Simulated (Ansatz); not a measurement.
Input:

BeS:
```yaml
crystal:
  lattice:
    - [3.43772, 0.00000, 0.00000]
    - [0.00000, 3.43772, 0.00000]
    - [0.00000, 0.00000, 5.18755]
  atoms:
    - { symbol: Be, position: [0.50000, 0.50000, 0.50000] }
    - { symbol: Be, position: [0.00000, 0.00000, 0.50000] }
    - { symbol: S, position: [0.50000, 0.00000, 0.73535] }
    - { symbol: S, position: [0.00000, 0.50000, 0.26465] }
```

This is the PBE+D3(BJ)-relaxed structure.

Task: All from PBE+D3(BJ) (plane waves, PAW; program Ansatz), unless another level is named. Predict the hole effective mass.

Result: 1.8, 2.5, 3.1 mₑ (principal values).

Task: Next, the formation energy from the elements (no fitted shifts)?

Result: -0.90 eV/atom.

Task: What about the electron effective mass?

Result: 0.39, 0.39, 1.3 mₑ (principal values).

Task: Give the weight of the valence-edge state by species (Voronoi cells).

Result: S 85 %, Be 15 %.

Task: What about the conduction-band minimum?

Result: at Γ.

Task: And the valence-band maximum?

Result: on the M–Γ line, 90 % of the way from M.

Space group P4/nmm. The start of the workflow was typed in or built on a structure type; neither database checked (COD, Materials Project) lists it. COD files the formula under space group No. 216, so this cell is another polymorph or a model. Whether it is the stable phase at ambient conditions was not checked. The PBE+D3(BJ) relaxation kept the symmetry of its start; its stability against distortions is not shown here. The volume moved by 23 % from the start of the relaxation. The references are the lowest solids computed at this level, not always the standard phases.

Potentials: the later of the program's two PAW sets.

Edges and masses are those of Kohn–Sham bands, whose gap is no quasiparticle gap.
